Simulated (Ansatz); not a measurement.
**PtS2 (CdI2 type): scan of one atom of the cell**

PtS$_{2}$ (CdI2 type)

```
CELL_PARAMETERS angstrom
      3.58366     0.00000     0.00000
     -1.79183     3.10354     0.00000
      0.00000     0.00000     4.65604
ATOMIC_POSITIONS crystal
  Pt 0.00000 0.00000 0.00000
  S  0.66667 0.33333 0.25904
  S  0.33333 0.66667 0.74096
```

In each cell atom 2 (S, nearest neighbour Pt at 2.395 Å; its periodic images, 3.6 Å or more away, move with it) moves by s·(0.577, 0.577, 0.577) (along Cartesian [111]), the rest being held.

Method: PBE-D3(BJ) (plane waves to 420 eV, PAW, scalar-relativistic; Ansatz, a quantum-chemistry and plane-wave program). k mesh 12×12×8 (Γ-centred), Fermi-Dirac smearing 0.05 eV. The energy includes the smearing's −TS. Stress and pressure are positive under compression. With partly filled bands, energies and forces of such displacements shift with the k mesh and the smearing. F∥ is the force on the atom along that direction. F⊥ is the part of the force across the line. At this level the bands of PtS2 touch or barely overlap; measurements give the solid a gap. PtS2 is run without spin polarisation. PtS2 was relaxed with its symmetry unable to fall. Spin-orbit coupling is left out, though Pt is heavy. The PAW data are Ansatz's earlier set. The zero of ΔE is the undisplaced structure.

```csv
s (Å),ΔE (meV/cell),P (GPa),F∥ (eV/Å),|F⊥| (eV/Å)
-0.240,375,8.0,3.589,0.390
-0.192,226,5.8,2.632,0.255
-0.144,120,4.0,1.812,0.159
-0.096,50,2.4,1.110,0.092
-0.048,12,1.1,0.511,0.043
0.000,0,0.0,0.000,0.000
0.048,11,-0.9,-0.431,0.043
0.096,40,-1.6,-0.789,0.091
0.144,85,-2.2,-1.078,0.147
0.192,143,-2.7,-1.301,0.210
0.240,209,-3.1,-1.458,0.282
```

Read from the data:

* **Energy at s = 0.240 Å**: 209 meV/cell
* **Force along the line at s = -0.240 Å**: 3.59 eV/Å
* **Symmetry of the curve**: not even: the negative side lies higher at ±0.240 Å
* **Shape of the curve**: a single well with its minimum at or next to zero displacement
* **Force constant k = d²E/ds² at s = 0 (finite differences)**: 9.78 eV/Å²
* **Harmonic estimate at the end of the scan**: ½ks² = 282 meV/cell against the computed 209 meV/cell, so the well is softer than harmonic there

(A displaced cell: forces are minus the slopes of the energy, force constants its curvatures, and phonons follow from these.)
